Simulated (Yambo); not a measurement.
**Optical response of Ta2C**

```
Ta2C
1.0
    3.11489     0.00000     0.00000
   -1.55745     2.69757     0.00000
    0.00000     0.00000     4.93930
C Ta
1 2
Direct
  0.00000   0.00000   0.00000
  0.33333   0.66667   0.25390
  0.66667   0.33333   0.74610
```

Yambo, RPA with local fields on LDA bands; 15×15×8 mesh, 62 bands, 4 Ry local-field block, 0.25 eV broadening; field along x.

| E (eV) | Im ε | Im ε, independent particles |
|---|---|---|
| 0.6 | 36.7 | 36.7 |
| 1.2 | 26.0 | 26.0 |
| 1.9 | 20.9 | 20.9 |
| 2.5 | 17.6 | 17.7 |
| 3.1 | 15.4 | 15.4 |
| 3.8 | 14.5 | 14.6 |
| 4.4 | 13.8 | 14.0 |
| 5.0 | 12.6 | 12.6 |
| 5.6 | 10.7 | 10.4 |
| 6.2 | 9.18 | 8.87 |
| 6.9 | 7.42 | 7.20 |
| 7.5 | 6.52 | 6.43 |
| 8.1 | 6.14 | 6.13 |
| 8.8 | 6.26 | 6.22 |
| 9.4 | 6.70 | 6.66 |
| 10.0 | 5.80 | 5.70 |
| 10.6 | 4.39 | 4.24 |
| 11.2 | 3.86 | 3.76 |
| 11.9 | 3.58 | 3.65 |
| 12.5 | 2.77 | 2.87 |
| 13.1 | 2.21 | 2.33 |
| 13.8 | 1.93 | 2.06 |
| 14.4 | 1.56 | 1.68 |
| 15.0 | 1.40 | 1.52 |
| 15.6 | 1.30 | 1.39 |
| 16.2 | 1.07 | 1.11 |
| 16.9 | 0.93 | 0.97 |
| 17.5 | 0.78 | 0.84 |
| 18.1 | 0.79 | 0.88 |
| 18.8 | 0.79 | 0.88 |
| 19.4 | 0.85 | 0.92 |
| 20.0 | 0.69 | 0.73 |

Only interband transitions are included: the Drude term is missing, so nothing below about 0.6 eV and no real part is shown. Structure narrower than a few tenths of an eV can come from the finite k mesh.

Spin-orbit coupling is left out; for elements this heavy it splits bands near the Fermi level.

Geometry of the Materials Project entry, not relaxed at this level.
